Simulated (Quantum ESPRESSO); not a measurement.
## Mo2Ag3Ir2Cu (a curve over strain)

Simulated, not a measurement. The program is pw.x of Quantum ESPRESSO 7.5 (plane-wave density functional theory). The cell is made up: eight metal atoms on a hexagonal close-packed lattice, with elements, volume, strain and displacements drawn at random and not relaxed, so it may be unstable or far from any real phase. PseudoDojo standard norm-conserving files set the functional (PBE unless stated); there is no spin polarisation or spin-orbit coupling, the Fermi-Dirac width of 0.25 eV means electrons at about 2900 K, and the masses in the input are unused placeholders. The copper pseudopotential is less sure than most, with forces differing by about three percent and pressure by about two GPa from a second method on plain copper. Heavy elements are run without spin-orbit coupling, which real alloys of them have. A spin test at this wide smearing found no moment, but such smearing suppresses magnetism that the real alloy may have.

Seven runs add a strain to one cell (uniform); the atoms follow the cell and are not relaxed. Stress in the table is positive in tension.

Input of the run at -0.0005:

```
&control calculation='scf', pseudo_dir='./dojo.nc.sr.pbe.v0_5.standard.upf', outdir='./o', disk_io='medium', tprnfor=.true., tstress=.true. /
&system ibrav=0, nat=8, ntyp=4, nbnd=82, ecutwfc=92.02030273, nosym=.true., tot_charge=0,
 occupations='smearing', smearing='fd', degauss=0.0183746611
/
&electrons conv_thr=1.470e-08, electron_maxstep=70, mixing_beta=0.5 /
ATOMIC_SPECIES
Ag 1.0 Ag.upf
Cu 1.0 Cu.upf
Ir 1.0 Ir.upf
Mo 1.0 Mo.upf
CELL_PARAMETERS angstrom
-0.0095 4.8871 0.026
2.9113 0.0188 4.563
2.7792 -0.0299 -4.4816
ATOMIC_POSITIONS angstrom
Mo -0.0324 -0.0793 -0.1461
Ag 2.9022 0.0108 -0.0639
Ag 2.7314 1.7423 -2.2783
Ag 2.8449 1.873 2.1381
Ir 1.4127 2.2938 0.0604
Mo 4.242 2.6727 0.0788
Ir 1.4263 4.1253 -2.3166
Cu 1.4739 4.053 2.2774
K_POINTS automatic
5 5 5 1 1 1
```

```
added strain  free energy less that of the input shown (eV)  stress xx (GPa)  stress yy (GPa)  stress zz (GPa)  stress xy (GPa)  pressure (GPa)  iterations
     -0.0234                                         0.6248           -18.35           -18.48           -25.06             2.75           20.63          16
     -0.0212                                         0.5271           -16.55           -16.69           -23.12             2.73           18.79          16
     -0.0178                                         0.3921           -13.88           -14.03           -20.21             2.71           16.04          16
     -0.0028                                         0.0262            -3.68            -3.89            -9.10             2.59            5.56          16
     -0.0005                                         0.0000            -2.31            -2.53            -7.61             2.58            4.15          18
     +0.0042                                        -0.0310             0.32             0.08            -4.74             2.55            1.45          18
     +0.0127                                        -0.0148             4.58             4.32            -0.07             2.49           -2.94          18
```

A cubic fit gives a slope of stress xx against the added strain of 576 GPa at zero added strain, with the atoms clamped. Across the table the energy follows the integral of volume times stress to 1.1 meV. A rerun of one of the cells at a higher cutoff and on a denser mesh moved values by no more than 0.003 eV in energy, 0.02 GPa in stress and 0.007 eV/Å in force, and a second program with other atomic files agreed on that cell to 2 % rms in force and 0.5 GPa in pressure.